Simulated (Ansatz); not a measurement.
The calculation used DFT PBE, scalar-relativistic, plane waves, PAW in Ansatz. Cutoff 420 eV, Γ-centred 6×6×6 mesh (8-atom cell), Gaussian smearing of 0.02 eV, no spin polarisation.

The zero of energy is the elements' standard structures at the same level; no fitted shifts are applied.

Question: Give a relaxed trial structure of a tetragonal semiconductor with formula MgCd3Te4, with a gap near 1.0 eV, a formation energy near −0.57 eV/atom and a density near 5.06 g/cm³, in a cell of 8 atoms. Its symmetry should be I-42m (No. 121).

Answer: MgCd3Te4, space group I-42m (No. 121). Mg has 4 Te at 2.82 Å; Cd on a site of symmetry -4 has 4 Te at 2.86 Å; Cd on a site of symmetry -42m is surrounded by 4 Te at 2.87 Å; around Te lie 1 Mg at 2.82 Å and 3 Cd at 2.86–2.87 Å.

```
CELL_PARAMETERS angstrom
-3.29532 3.29532 6.59047
3.29532 -3.29532 6.59047
3.29532 3.29532 -6.59047
ATOMIC_POSITIONS crystal
Mg 0.00000 0.00000 0.00000
Cd 0.75000 0.25000 0.50000
Cd 0.50000 0.50000 0.00000
Cd 0.25000 0.75000 0.50000
Te 0.87660 0.37064 0.00000
Te 0.62936 0.62936 0.50596
Te 0.37064 0.87660 0.00000
Te 0.12340 0.12340 0.49404
```

* Volume per atom: 35.78 Å³
* Density: 5.06 g/cm³
* Energy over the elements: −0.567 eV/atom
* Gap on the 6×6×6 mesh of the 8-atom cell: 1.02 eV

It was reached by relaxing an invented guess, and it needn't be the stable form of this composition. Other answers may fit too; this one was computed.

These runs have no spin–orbit coupling, which can matter for Te. Kohn–Sham gaps at this level usually fall short of measured ones. The missing spin–orbit coupling can work the other way here. The reference form of Te is held partly by dispersion forces, which this level lacks. Symmetry constrained the relaxation, so the result can be a saddle point.
